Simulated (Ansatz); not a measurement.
Y$_{3}$Ga$_{7}$Cu$_{4}$ in space group C2/m (No. 12; Pearson symbol mS28), DFT-PBE in the program Ansatz with PAW potentials, all energies at zero smearing, with the estimated change up to a 700 eV cutoff added, with one set of potentials and settings (totals compare only within such a set). Cell of 14 atoms (3 Y, 7 Ga, 4 Cu): -64534.692 eV.

```csv
element,reference phase,E (eV/atom)
Y,"P6_3/mmc, 2 atoms in the cell",-3848.6668
Ga,"Cmce, 4 atoms in the cell",-3783.0209
Cu,"Fm-3m, 1 atoms in the cell",-6625.1757
```

Formation energy per atom, worked out: (-64534.692 − 3×(-3848.6668) − 7×(-3783.0209) − 4×(-6625.1757))/14 = -0.489 eV/atom (-47 kJ per mol of atoms), at 0 K, without zero-point energy or fitted corrections.

The workflow started from a Materials Project entry (that database holds measured and hypothetical structures alike); the Crystallography Open Database copy checked does not list it. Its standing as an ambient phase is unchecked. Symmetry was held in the PBE relaxation; whether a distortion lowers the energy is not shown. No spin polarisation was allowed. The references are the lowest solids computed at this level, not always the standard phases.

Potentials: the later of the program's two PAW sets.
